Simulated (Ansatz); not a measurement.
One crystal and one scan (energy against volume) at two levels, PBE (plane waves to 420 eV, PAW, scalar-relativistic; Ansatz, a quantum-chemistry and plane-wave program) and r2SCAN (plane waves to 500 eV, PAW, scalar-relativistic; Ansatz), each from its own relaxed cell and on its own mesh. The cell shown is that of PBE.

BaF₂ (fluorite)

```xyz
3
Lattice="0.0000 3.1232 3.1232 3.1232 0.0000 3.1232 3.1232 3.1232 0.0000" Properties=species:S:1:pos:R:3 pbc="T T T"
Ba     0.0000     0.0000     0.0000
F      1.5616     1.5616     1.5616
F      4.6848     4.6848     4.6848
```

The volume is varied about the relaxed value V₀ at fixed cell shape. Symmetry pins the atoms to their sites.

E stands for the smeared free energy. BaF2 was relaxed with its symmetry unable to fall. Percentages come from the unrounded values. Both scans cover V/V₀ from 0.940 to 1.060.

Results of PBE:

* **Lattice constant a (Å)**: 6.246
* **Band gap of the relaxed cell, no spin-orbit coupling (eV)**: 6.73
* **Pressure at the smallest volume (GPa)**: 3.87
* **Energy cost of the largest compression (meV/atom)**: 13.9
* **Energy cost of the largest expansion (meV/atom)**: 11.0
* **Bulk modulus B₀ (third-order Birch-Murnaghan fit) (GPa)**: 53.9
* **Pressure for 5 % compression (fit) (GPa)**: 3.1

Question: What does r2SCAN give for the same quantities?

Answer: 
```csv
quantity,r2SCAN,PBE − r2SCAN
Lattice constant a (Å),6.195,+0.051 (+0.8 %)
"Band gap of the relaxed cell, no spin-orbit coupling (eV)",7.41,-0.68 (-9.2 %)
Pressure at the smallest volume (GPa),4.37,-0.50 (-12 %)
Energy cost of the largest compression (meV/atom),15.3,-1.4 (-9 %)
Energy cost of the largest expansion (meV/atom),12.2,-1.2 (-9 %)
Bulk modulus B₀ (third-order Birch-Murnaghan fit) (GPa),61.1,-7.2 (-12 %)
Pressure for 5 % compression (fit) (GPa),3.5,-0.4 (-12 %)
```

PBE gives the higher value for: lattice constant a. PBE gives the lower value for: band gap of the relaxed cell, no spin-orbit coupling; pressure at the smallest volume; energy cost of the largest compression; energy cost of the largest expansion; bulk modulus B₀; pressure for 5 % compression.

(A scan under strain: stresses follow from slopes of the energy per volume, elastic moduli from its curvatures.)
